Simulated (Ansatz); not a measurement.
SnC (zinc blende, space group No. 216), a = 5.088 Å, b = 5.088 Å, c = 5.088 Å, α = 90.00°, β = 90.00°, γ = 90.00°; the cell used has 2 atoms.

Relaxed with PBE.

Task: Which orbitals make up the states near the band edges in PBE (plane waves, PAW; program Ansatz)?

Result: Top 1 eV of the valence band: C 2p 83 %, Sn 5p 13 %. Bottom 1 eV of the conduction band: Sn 5p 34 %, C 2s 31 %, Sn 5s 14 %, C 2p 14 %, outside the projected shells 7 %. Projections are on Löwdin-orthogonalised atomic valence shells; empty p or d shells of many metals are not among them.

Task: Tabulate the density of states.

Result: States/eV per cell of 2 atoms, in 0.25 eV bins, energy from the valence-band maximum.

```tsv
E (eV)	total	C 2p	Sn 5p	Sn 5s
-7.85	0.00	0.00	0.00	0.00
-7.60	0.00	0.00	0.00	0.00
-7.35	0.10	0.04	0.03	0.03
-7.10	0.90	0.39	0.12	0.35
-6.85	1.91	0.81	0.22	0.76
-6.60	0.90	0.37	0.12	0.31
-6.35	0.64	0.26	0.09	0.20
-6.10	0.52	0.21	0.07	0.15
-5.85	0.42	0.17	0.06	0.11
-5.60	0.36	0.15	0.05	0.09
-5.35	0.32	0.13	0.04	0.08
-5.10	0.27	0.12	0.04	0.06
-4.85	0.24	0.10	0.03	0.05
-4.60	0.22	0.10	0.03	0.04
-4.35	0.60	0.30	0.20	0.04
-4.10	1.07	0.56	0.40	0.06
-3.85	0.93	0.50	0.32	0.06
-3.60	0.91	0.50	0.29	0.06
-3.35	0.97	0.55	0.31	0.05
-3.10	1.14	0.68	0.35	0.05
-2.85	1.36	0.85	0.42	0.05
-2.60	1.35	0.86	0.40	0.04
-2.35	1.30	0.85	0.36	0.04
-2.10	1.29	0.87	0.34	0.03
-1.85	1.26	0.88	0.31	0.03
-1.60	1.25	0.90	0.29	0.02
-1.35	1.26	0.95	0.26	0.02
-1.10	0.98	0.76	0.18	0.01
-0.85	0.65	0.52	0.10	0.01
-0.60	0.47	0.39	0.06	0.00
-0.35	0.32	0.28	0.03	0.00
-0.10	0.10	0.09	0.01	0.00
0.15	0.00	0.00	0.00	0.00
0.40	0.00	0.00	0.00	0.00
0.65	0.00	0.00	0.00	0.00
0.90	0.00	0.00	0.00	0.00
1.15	0.01	0.00	0.00	0.00
1.40	0.05	0.01	0.02	0.01
1.65	0.14	0.02	0.06	0.01
1.90	0.23	0.03	0.10	0.02
2.15	0.40	0.06	0.15	0.06
2.40	0.72	0.11	0.24	0.13
2.65	0.87	0.15	0.30	0.14
2.90	1.17	0.22	0.41	0.17
3.15	1.34	0.27	0.46	0.22
3.40	1.12	0.26	0.36	0.19
3.65	1.09	0.30	0.30	0.22
3.90	1.07	0.35	0.26	0.24
4.15	0.85	0.32	0.19	0.21
4.40	0.61	0.23	0.10	0.20
4.65	1.06	0.40	0.25	0.27
4.90	2.00	0.73	0.60	0.36
5.15	1.92	0.70	0.60	0.34
5.40	0.82	0.25	0.35	0.11
```

Space group F-43m (zinc blende). The start of the workflow was typed in or built on a structure type; neither database checked (COD, Materials Project) lists it. Whether it is the stable phase at ambient conditions was not checked. Symmetry was held in the PBE relaxation; whether a distortion lowers the energy is not shown. Its formation energy is positive at this level, so the cell may be metastable or incomplete. Spin–orbit coupling is left out wherever it is not named.

Potentials: the earlier of the program's two PAW sets.
